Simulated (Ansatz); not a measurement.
Si$_{2}$Ni (fluorite or antifluorite type, Fm-3m), the program Ansatz at the LDA level (PAW), all energies at zero smearing, with the estimated change up to a 700 eV cutoff added, with one set of potentials and settings (totals compare only within such a set). Cell of 3 atoms (2 Si, 1 Ni): -6992.081 eV.

```csv
element,reference phase,E (eV/atom)
Si,"Fd-3m, 2 atoms in the cell",-608.6481
Ni,"Fm-3m, 1 atoms in the cell, spin-polarised",-5773.3813
```

Formation energy per atom, worked out: (-6992.081 − 2×(-608.6481) − 1×(-5773.3813))/3 = -0.468 eV/atom (-45 kJ per mol of atoms), at 0 K, without zero-point energy or fitted corrections.

Symmetry was held in the LDA relaxation; of distortions, only those at the zone centre were tested. The run is not spin-polarised. The references are the lowest solids computed at this level, not always the standard phases.

Potentials: the later of the program's two PAW sets.
